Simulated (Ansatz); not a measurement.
NbSi$_{2}$ (CrSi2 type, space group P6_222)

```
CELL_PARAMETERS angstrom
      4.76755     0.00000     0.00000
     -2.38378     4.12882     0.00000
      0.00000     0.00000     6.57584
ATOMIC_POSITIONS crystal
  Nb 0.50000 0.00000 0.00000
  Nb 0.50000 0.50000 0.33333
  Nb 0.00000 0.50000 0.66667
  Si 0.15966 0.31932 0.00000
  Si 0.84034 0.15966 0.33333
  Si 0.68068 0.84034 0.66667
  Si 0.84034 0.68068 0.00000
  Si 0.15966 0.84034 0.33333
  Si 0.31932 0.15966 0.66667
```

This relaxed cell (volume V₀) is scaled evenly in all directions, its shape held. The atoms relax within the cell's symmetry.

These are PBEsol (plane waves to 420 eV, PAW, scalar-relativistic; Ansatz, a first-principles code) values and carry that method's errors. k mesh 11×11×7 (Γ-centred), Fermi-Dirac smearing 0.05 eV. Energies are smeared free energies. Compression counts positive. With the shape held, the modulus is that of even scaling; a crystal free to change shape is softer. NbSi2 is run without spin polarisation. NbSi2 was relaxed with its symmetry unable to fall. The PAW data are Ansatz's earlier set. The zero of ΔE is the relaxed starting cell. The last digit holds for this mesh only.

| V (Å³/atom) | ΔE (meV/atom) |
|---|---|
| 12.944 | 101.6 |
| 13.232 | withheld |
| 13.519 | 33.9 |
| 13.807 | 14.5 |
| 14.095 | 3.5 |
| 14.382 | 0.0 |
| 14.670 | 3.3 |
| 14.958 | 12.6 |
| 15.245 | 27.5 |
| 15.533 | 47.2 |
| 15.821 | 71.4 |

**Question.** Fit a third-order Birch-Murnaghan form (E₀, V₀, B₀, B₀′ free) to the given rows and predict ΔE at V = 13.232.

**Answer.** Least squares on the 10 given rows: ΔE = E₀ + (9V₀B₀/16)·y²·[2 + (B₀′ − 4)y], y = (V₀/V)^(2/3) − 1, with V₀ = 14.382 Å³/atom, B₀ = 188.0 GPa (160.2 GPa = 1 eV/Å³; the term in eV is multiplied by 1000), B₀′ = 4.30, E₀ = 0.01 meV/atom; root-mean-square residual 0.03 meV/atom. At 13.232 the fit gives 62.5 meV/atom; the calculation gives 62.6 meV/atom, so the interpolation is off by -0.1 (-0.2 %). For the pressure the fit gives 18.7 GPa against the computed 18.7 GPa.

(Under strain, the slope of the energy per volume gives the stress and its curvature an elastic modulus.)
